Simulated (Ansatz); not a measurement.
The start is a generated trial cell of CoSi2 in the AFLOW prototype A2B_oP12_62_2c_c (C37, as in Co2Si). Cell shape, volume and atoms are optimised at zero target pressure with PBE (plane waves to 420 eV, PAW, scalar-relativistic; Ansatz, an electronic-structure program). The first steps use a coarse 4×5×3 k-mesh.

The start:
```
CoSi2
1.0
    5.05504     0.00000     0.00000
    0.00000     3.84216     0.00000
    0.00000     0.00000     7.30709
Si Co
8 4
Direct
  0.53800   0.25000   0.78200
  0.03800   0.25000   0.71800
  0.46200   0.75000   0.21800
  0.96200   0.75000   0.28200
  0.17400   0.25000   0.06200
  0.67400   0.25000   0.43800
  0.82600   0.75000   0.93800
  0.32600   0.75000   0.56200
  0.70200   0.25000   0.11100
  0.20200   0.25000   0.38900
  0.29800   0.75000   0.88900
  0.79800   0.75000   0.61100
```
Spin-polarised start, with parallel moments on Co.

```json
{
 "initial_pressure": "+3 GPa (positive: the cell is compressed)",
 "energy_released": "0.32 eV/atom",
 "volume_change": "+3.2 %, from 11.83 to 12.21 Å³/atom",
 "Shortest distances (start → end)": "The closest pairs of elements (up to four, under 3.6 Å), start → end: Co–Si 2.38 → 2.28 Å; Si–Si 2.57 → 2.47 Å; Co–Co 3.24 → 3.30 Å",
 "band_gap_at_the_end": "zero (metallic)",
 "moments_at_the_end": "zero (the starting moments vanished)",
 "optimiser_moves": "23"
}
```

Relaxed structure:

Space group Pnma (No. 62); a = 6.1105 Å, b = 3.2967 Å, c = 7.2720 Å, α = 90.00°, β = 90.00°, γ = 90.00°

```json
[
 {"atom": "Si", "site": "4c", "symmetry": ".m.", "x": "0.0557", "y": "0.2500", "z": "0.3546"},
 {"atom": "Si", "site": "4c", "symmetry": ".m.", "x": "0.1326", "y": "0.2500", "z": "0.9397"},
 {"atom": "Co", "site": "4c", "symmetry": ".m.", "x": "0.2427", "y": "0.7500", "z": "0.1445"}
]
```

Final values are on a 6×11×5 k-mesh of the relaxed cell. No spin polarisation in the result: the starting moments vanished. A magnetic state may lie lower.

The run could not lose the symmetry of its start, so the end can be a saddle point.

The relaxed structure here is a generated cell of CoSi2: the first start was made by placing the elements on the sites of a structure type, and the end was not matched to a known phase here, so it may be hypothetical. Known forms of CoSi2 include space group No. 225.
